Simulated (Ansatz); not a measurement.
The elements of this relaxed trial crystal are hidden behind letters.

```
lattice vectors (Å)
  -2.0886    2.0886    8.8602
   2.0886   -2.0886    8.8602
   2.0886    2.0886   -8.8602
fractional positions
X 0.6679 0.6679 0.0000
X 0.3321 0.3321 0.0000
Z 0.0000 0.0000 0.0000
Q 0.8299 0.8299 0.0000
Q 0.5000 0.5000 0.0000
Q 0.1701 0.1701 0.0000
```

Method: DFT PBE, scalar-relativistic, plane waves, PAW in Ansatz 0.2.0. Cutoff 420 eV, Γ-centred 12×12×12 mesh (6-atom cell), Gaussian smearing of 0.01 eV, no spin polarisation.

| Quantity | Value |
| --- | --- |
| Space group | I4/mmm (No. 139) |
| Conventional cell | a = 4.177 Å, c = 17.720 Å |
| Volume per atom | 25.77 Å³ |
| Density | 5.81 g/cm³ |
| Formation energy | −0.454 eV/atom |
| Gap on the 12×12×12 mesh of the 6-atom cell | 0.16 eV |

Energies are uncorrected and count from the elements' standard states at the same level.

**Question.** X is a p-block element of period 5, Z is a p-block element of period 6 and Q is a p-block element of period 3. Which elements are they?

**Answer.** X = Sn, Z = Pb, Q = S, so the formula is Sn2PbS3. Density times volume gives a mean mass of 5.81 × 25.77/1.6605 = 90.2 u per atom, and this set has 90.1 u. Sn has 6 S at 2.87–2.97 Å; around Pb lie 6 S at 2.95–3.01 Å; around S on a site of symmetry 4mm lie 5 Sn at 2.87–2.95 Å and 1 Pb at 3.01 Å; 1 more site not described. Other sets within the hints have nearly the same mass, so mass alone doesn't settle it; this one was computed.

These runs have no spin–orbit coupling, which can matter for Pb. Kohn–Sham gaps at this level usually fall short of measured ones. The missing spin–orbit coupling can work the other way here. A later test with randomly moved atoms led to a structure 10 meV/atom lower, so this end is a saddle point or a shallow minimum.
